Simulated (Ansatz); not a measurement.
Zr₃N₄:
```cif
data_N8Zr6
_chemical_formula_sum 'Zr6 N8'
_space_group_name_H-M_alt 'P 1'
_space_group_IT_number 1
_cell_length_a 5.80461
_cell_length_b 5.80461
_cell_length_c 5.80461
_cell_angle_alpha 109.471
_cell_angle_beta 109.471
_cell_angle_gamma 109.471
loop_
_space_group_symop_operation_xyz
  'x, y, z'
loop_
_atom_site_label
_atom_site_type_symbol
_atom_site_fract_x
_atom_site_fract_y
_atom_site_fract_z
_atom_site_occupancy
Zr1 Zr 0.25000 0.62500 0.37500 1
Zr2 Zr 0.75000 0.87500 0.12500 1
Zr3 Zr 0.37500 0.25000 0.62500 1
Zr4 Zr 0.12500 0.75000 0.87500 1
Zr5 Zr 0.62500 0.37500 0.25000 1
Zr6 Zr 0.87500 0.12500 0.75000 1
N1 N 0.14181 0.14181 0.14181 1
N2 N 0.50000 0.00000 0.35819 1
N3 N 0.00000 0.35819 0.50000 1
N4 N 0.35819 0.50000 0.00000 1
N5 N 0.64181 0.64181 0.64181 1
N6 N 0.50000 0.00000 0.85819 1
N7 N 0.85819 0.50000 0.00000 1
N8 N 0.00000 0.85819 0.50000 1
```

Relaxed with PBEsol. PBEsol (plane waves, PAW; program Ansatz) gives a gap of 0.76 eV.

Problem. What gap does HSE06 give on the same cell (Ansatz, PAW)?

Solution. 1.68 eV, 0.93 eV more. The hybrid was solved on a coarser mesh and at special points; its gap is the smallest among all of these.

| k | v1 PBEsol | c1 PBEsol | v1 HSE06 | c1 HSE06 |
|---|---|---|---|---|
| Γ | 0.00 | 0.76 | 0.00 | 1.68 |
| H | -0.39 | 3.28 | ? | ? |
| P | -1.32 | 2.38 | ? | ? |
| N | -0.72 | 2.13 | ? | ? |

Problem. Top valence (v1) and lowest conduction level (c1) in eV from each method's valence maximum (which need not be a listed point): supply the withheld HSE06 values.

Solution. 
- H, v1 HSE06: -0.46
- H, c1 HSE06: 4.36
- N, v1 HSE06: -0.78
- N, c1 HSE06: 3.08
- P, v1 HSE06: -1.46
- P, c1 HSE06: 3.44

Cost on shared cores: the PBEsol run (SCF on a 6×6×6 mesh, then bands and DOS) about 2.9 core-minutes (a rough figure), the HSE06 run (SCF on 4×4×4, then a few points) around 10 core-minutes (rough); the tasks are unlike.

Space group I-43d. The cell was relaxed with PBEsol under the symmetry of its start. The run is not spin-polarised. Spin–orbit coupling is left out wherever it is not named.

Potentials: the later of the program's two PAW sets.
